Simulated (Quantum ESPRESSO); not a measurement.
pw.x input (Quantum ESPRESSO 7.5; PBEsol, PseudoDojo standard norm-conserving files, scalar-relativistic):

```
&CONTROL
  calculation = 'scf'
  pseudo_dir = './pseudo'
  outdir = './out'
  tprnfor = .true.
  tstress = .true.
/
&SYSTEM
  ibrav = 0
  nat = 3
  ntyp = 2
  ecutwfc = 72.0
  ecutrho = 288.0
  occupations = 'smearing'
  smearing = 'fd'
  degauss = 0.005
  nbnd = 12
/
&ELECTRONS
  conv_thr = 3e-10
/
ATOMIC_SPECIES
H 1.0080 H.upf
Ta 180.9479 Ta.upf
CELL_PARAMETERS angstrom
  0.000000000000   2.257985000000   2.257985000000
  2.257985000000   0.000000000000   2.257985000000
  2.257985000000   2.257985000000   0.000000000000
ATOMIC_POSITIONS crystal
H   0.750000000000   0.750000000000   0.750000000000
H   0.250000000000   0.250000000000   0.250000000000
Ta   0.000000000000   0.000000000000   0.000000000000
K_POINTS automatic
16 16 16 0 0 0
```

End of the output:

```
     total energy              =    -132.50265395 Ry
     estimated scf accuracy    <       0.00000019 Ry
     total energy              =    -132.50265399 Ry
     estimated scf accuracy    <          7.9E-10 Ry
     total energy              =    -132.50265399 Ry
     estimated scf accuracy    <          3.0E-10 Ry
[...]
     the Fermi energy is    16.4457 ev
!    total energy              =    -132.50265399 Ry
     estimated scf accuracy    <          2.3E-11 Ry
     smearing contrib. (-TS)   =      -0.00117130 Ry
     internal energy E=F+TS    =    -132.50148269 Ry
     The total energy is F=E-TS. E is the sum of the following terms:
     one-electron contribution =     -21.44637936 Ry
     hartree contribution      =      16.87953638 Ry
     xc contribution           =     -30.92306926 Ry
     ewald contribution        =     -97.01157046 Ry
     convergence has been achieved in   8 iterations
     Forces acting on atoms (cartesian axes, Ry/au):
     atom    1 type  1   force =     0.00000000    0.00000000    0.00000000
     atom    2 type  1   force =    -0.00000000    0.00000000    0.00000000
     atom    3 type  2   force =     0.00000000   -0.00000000    0.00000000
     Total force =     0.000000     Total SCF correction =     0.000000
     Computing stress (Cartesian axis) and pressure
          total   stress  (Ry/bohr**3)                   (kbar)     P=      -30.93
  -0.00021026   0.00000000   0.00000000          -30.93        0.00        0.00
   0.00000000  -0.00021026   0.00000000            0.00      -30.93        0.00
   0.00000000   0.00000000  -0.00021026            0.00        0.00      -30.93
```

Spin-orbit coupling is not included.

Geometry of the Materials Project entry, not relaxed at this level.
